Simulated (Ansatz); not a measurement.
Steps from a short run of molecular dynamics on a 2×2×1 supercell (12 atoms) of PtS2 (CdI2 type), relaxed with r2SCAN+rVV10; forces from PBEsol in the PAW code Ansatz, 3×3×4 mesh, Fermi-Dirac smearing of 0.086 eV, constant energy and volume (NVE), started at 1000 K. Computed, non-magnetic; the trajectory is short and the cell small, so nothing here is a converged average.

Cell vectors in Å:
```
 7.1053  0.0000  0.0000
-3.5526  6.1534  0.0000
 0.0000  0.0000  5.1227
```

Q: At 12 fs the positions in Å are
```
Pt   0.014  -0.020  -0.002
S    0.021   2.207   1.277
S    1.846   1.078   3.887
Pt  -1.798   3.056   0.008
S   -1.795   5.148   1.254
S    0.018   3.941   3.862
Pt   3.564   0.019  -0.014
S    3.531   2.060   1.317
S    5.323   1.037   3.992
Pt   1.757   3.095  -0.021
S    1.792   5.079   1.183
S    3.565   4.086   3.902
```
What are the forces, and how far does the free energy (smearing included) lie above that of step 0, with the atoms on their sites?

A: 41.5 meV an atom; forces in eV/Å:
```
Pt   0.101   0.927   0.284
S   -0.284  -1.463  -0.437
S   -0.665  -0.605   0.305
Pt   0.164   0.640   0.768
S    0.385  -0.165  -0.702
S   -0.589   1.576   0.070
Pt  -0.275  -0.867   0.643
S    0.099   0.028  -0.876
S    0.324  -0.321  -0.682
Pt   0.992  -0.576   0.489
S   -0.222   0.762   0.147
S   -0.030   0.063  -0.010
```

Q: At 24 fs the positions in Å are
```
Pt   0.029  -0.034  -0.002
S    0.031   2.302   1.310
S    1.887   1.105   3.890
Pt  -1.818   3.039   0.020
S   -1.798   5.162   1.253
S    0.011   3.844   3.830
Pt   3.573   0.033  -0.024
S    3.513   2.071   1.371
S    5.331   1.035   4.058
Pt   1.745   3.108  -0.039
S    1.799   5.061   1.146
S    3.575   4.072   3.906
```
What are the forces, and how far does the free energy (smearing included) lie above that of step 0, with the atoms on their sites?

A: 95.9 meV an atom; forces in eV/Å:
```
Pt   0.086   1.230   0.289
S   -0.396  -1.970  -0.424
S   -1.009  -0.880   0.210
Pt   0.382   1.071   1.084
S    0.568  -0.300  -0.759
S   -0.857   2.116  -0.075
Pt  -0.494  -1.189   1.117
S    0.160   0.090  -1.096
S    0.483  -0.420  -1.355
Pt   1.482  -0.925   0.746
S   -0.325   1.122   0.483
S   -0.080   0.054  -0.219
```

Q: At 54 fs the positions in Å are
```
Pt   0.068  -0.031   0.006
S    0.001   2.187   1.301
S    1.810   1.031   3.927
Pt  -1.850   3.030   0.077
S   -1.715   5.140   1.148
S   -0.118   3.970   3.778
Pt   3.581   0.031  -0.019
S    3.491   2.106   1.308
S    5.411   0.986   3.981
Pt   1.751   3.118  -0.061
S    1.768   5.176   1.144
S    3.580   4.051   3.882
```
What are the forces, and how far does the free energy (smearing included) lie above that of step 0, with the atoms on their sites?

A: 48.9 meV an atom; forces in eV/Å:
```
Pt  -0.410   0.789   0.181
S    0.213  -1.021  -0.671
S   -0.183   0.085  -0.163
Pt   1.286   0.565  -0.864
S   -0.249  -0.113   0.621
S    0.499   0.843   0.999
Pt  -0.384  -0.572  -0.226
S   -0.137  -0.333  -0.603
S   -0.490   0.439  -0.391
Pt  -0.228  -0.388   0.647
S    0.253  -0.545   0.310
S   -0.169   0.252   0.158
```

Q: At 66 fs positions (Å), velocities (Å/fs) and forces (eV/Å) are
```
Pt  0.0801 -0.0176  0.0114    0.0008  0.0011  0.0005   -1.0980 -0.0790  0.0121
S  -0.0056  2.0420  1.2511    0.0000 -0.0125 -0.0051    0.3310  0.2048 -0.3489
S   1.7443  0.9869  3.9360   -0.0046 -0.0027  0.0000    0.7562  0.6731 -0.5104
Pt -1.8497  3.0349  0.0959    0.0005  0.0005  0.0011    1.4491  0.2564 -1.8171
S  -1.6817  5.1164  1.1268    0.0017 -0.0018  0.0001   -0.7308  0.1394  1.1994
S  -0.1568  4.1104  3.8144   -0.0018  0.0119  0.0049    0.8635 -0.2667  0.9281
Pt  3.5788  0.0207 -0.0148   -0.0003 -0.0009  0.0002   -0.3337  0.1321 -0.8212
S   3.4787  2.1055  1.2258   -0.0014 -0.0010 -0.0072   -0.1806 -0.5973  0.0673
S   5.4240  0.9858  3.8956    0.0000  0.0008 -0.0068   -0.6632  0.4672  0.3954
Pt  1.7560  3.1148 -0.0605    0.0002 -0.0003  0.0001   -0.7979 -0.2666  0.3953
S   1.7619  5.2134  1.1729    0.0002  0.0015  0.0027    0.4363 -0.9845  0.1100
S   3.5694  4.0564  3.8740   -0.0010  0.0011  0.0000   -0.0317  0.3210  0.3899
```
Where are the atoms one step (3 fs) later, and what forces do they feel?

A:
```
Pt  0.0821 -0.0142  0.0129   -1.2611 -0.3901 -0.1079
S  -0.0051  2.0048  1.2354    0.3243  0.6195 -0.1705
S   1.7314  0.9796  3.9353    0.9509  0.7770 -0.5860
Pt -1.8480  3.0366  0.0987    1.4382  0.1939 -1.9633
S  -1.6777  5.1112  1.1288   -0.7885  0.1966  1.2561
S  -0.1611  4.1458  3.8302    0.9034 -0.6100  0.8010
Pt  3.5779  0.0180 -0.0145   -0.3184  0.3302 -0.8180
S   3.4743  2.1016  1.2044   -0.1429 -0.6132  0.2524
S   5.4230  0.9889  3.8756   -0.6525  0.4401  0.5580
Pt  1.7565  3.1138 -0.0600   -0.8895 -0.2432  0.3139
S   1.7632  5.2165  1.1811    0.4250 -1.0102  0.0489
S   3.5662  4.0600  3.8744    0.0108  0.3094  0.4154
```
The temperature goes from 618.1 to 584.1 K.

Q: At 84 fs the positions in Å are
```
Pt   0.083  -0.003   0.018
S    0.008   1.869   1.163
S    1.711   0.977   3.907
Pt  -1.830   3.046   0.099
S   -1.690   5.095   1.188
S   -0.145   4.277   3.931
Pt   3.571   0.009  -0.017
S    3.450   2.059   1.117
S    5.394   1.020   3.805
Pt   1.752   3.107  -0.056
S    1.785   5.192   1.221
S    3.553   4.089   3.893
```
What are the forces, and how far does the free energy (smearing included) lie above that of step 0, with the atoms on their sites?

A: 79.8 meV an atom; forces in eV/Å:
```
Pt  -1.479  -1.946  -1.178
S    0.123   2.804   1.035
S    1.091   0.766  -0.507
Pt   1.064   0.040  -1.961
S   -0.633   0.332   0.831
S    0.787  -2.565  -0.394
Pt  -0.204   1.328   0.103
S    0.305  -0.211   1.001
S   -0.373   0.214   1.059
Pt  -0.993  -0.138  -0.034
S    0.118  -0.709  -0.270
S    0.194   0.084   0.314
```

Q: At 102 fs positions (Å), velocities (Å/fs) and forces (eV/Å) are
```
Pt  0.0636 -0.0136  0.0080   -0.0015 -0.0012 -0.0010   -0.8312 -0.4437 -0.6926
S   0.0340  1.9322  1.1572    0.0012  0.0098  0.0023   -0.2036  1.4410  0.6569
S   1.7721  1.0336  3.8363    0.0044  0.0037 -0.0037    0.0187 -0.1138  0.3641
Pt -1.7946  3.0579  0.0733    0.0022  0.0007 -0.0020    0.1063  0.1577 -0.7232
S  -1.7557  5.1032  1.3206   -0.0042  0.0012  0.0069    0.0053  0.2054 -0.6594
S  -0.0621  4.2188  4.0157    0.0056 -0.0100  0.0021    0.0602 -1.7463 -1.0376
Pt  3.5605  0.0151 -0.0190   -0.0007  0.0008  0.0002   -0.1300  0.3327  0.5144
S   3.4499  1.9979  1.0984    0.0015 -0.0021  0.0020    0.6011  0.7641  1.0344
S   5.3289  1.0736  3.8117   -0.0036  0.0027  0.0032    0.1932 -0.2630  0.9364
Pt  1.7347  3.0970 -0.0514   -0.0011 -0.0006  0.0003    0.1942 -0.2349  0.1221
S   1.8186  5.1079  1.2443    0.0015 -0.0049  0.0003   -0.2651  0.2517 -0.4027
S   3.5544  4.1278  3.9402    0.0008  0.0016  0.0027    0.2508 -0.3509 -0.1130
```
Where are the atoms one step (3 fs) later, and what forces do they feel?

A:
```
Pt  0.0587 -0.0172  0.0047   -0.7284  0.0148 -0.4142
S   0.0372  1.9634  1.1650   -0.2629  0.8674  0.4811
S   1.7854  1.0444  3.8257   -0.1382 -0.2631  0.4887
Pt -1.7880  3.0601  0.0672   -0.0864  0.1864 -0.4553
S  -1.7684  5.1070  1.3406    0.1131  0.1747 -0.8928
S  -0.0452  4.1865  4.0205   -0.1445 -1.1116 -1.0380
Pt  3.5584  0.0174 -0.0184   -0.1095 -0.0579  0.4248
S   3.4553  1.9927  1.1058    0.5787  0.8477  0.9381
S   5.3184  1.0815  3.8226    0.2911 -0.3665  0.8373
Pt  1.7314  3.0951 -0.0506    0.5625 -0.2970  0.2253
S   1.8226  5.0935  1.2445   -0.3097  0.4219 -0.3873
S   3.5570  4.1321  3.9483    0.2343 -0.4167 -0.2076
```
The temperature goes from 621.8 to 670.6 K.
